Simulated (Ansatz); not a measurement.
**LaTl squeezed and stretched**

A database entry relaxed whole under r2SCAN (Pm-3m):

```xyz
2
Lattice="3.9768 0.0000 0.0000 0.0000 3.9768 0.0000 0.0000 0.0000 3.9768" Properties=species:S:1:pos:R:3 pbc="T T T"
La    0.0000    0.0000    0.0000
Tl    1.9884    1.9884    1.9884
```

The cell was scaled uniformly, its shape held, and the atoms relaxed at each volume with plane-wave PAW DFT (Ansatz 0.2.0; r2SCAN, 500 eV, 9×9×9 Γ-centred mesh, fermi-dirac occupations of width 0.100 eV; no spin, no spin-orbit coupling). One row is withheld.

```csv
volume (Å³/atom),energy over the lowest (meV/atom),pressure (GPa)
29.560,20.6,3.70
30.189,8.9,2.34
30.818,2.2,1.13
31.447,0.0,0.04
32.076,?,?
32.705,7.5,-1.82
33.334,16.4,-2.61
```

Question: Fit the pressures of the other rows to the third-order Birch-Murnaghan form.

Answer: With f = [(V₀/V)^(2/3) − 1]/2 and P = 3B₀f(1 + 2f)^(5/2)[1 + 3(B₀′ − 4)f/2], least squares gives V₀ = 31.47 Å³ an atom, B₀ = 51.4 GPa and B₀′ = 4.4; the rows miss the fit by less than 0.01 GPa. The slope of the energies differs from these pressures by less than 0.05 GPa.

Question: What does the withheld row hold?

Answer: The fit gives -0.94 GPa at 32.076 Å³; the run gave -0.94 GPa and 1.9 meV an atom.

Caveats: the shape of the cell was held; 0 K, fixed nuclei; the symmetry was kept, and this need not be the phase that is stable at 0 K; one mesh for all volumes; pressure is positive in compression.
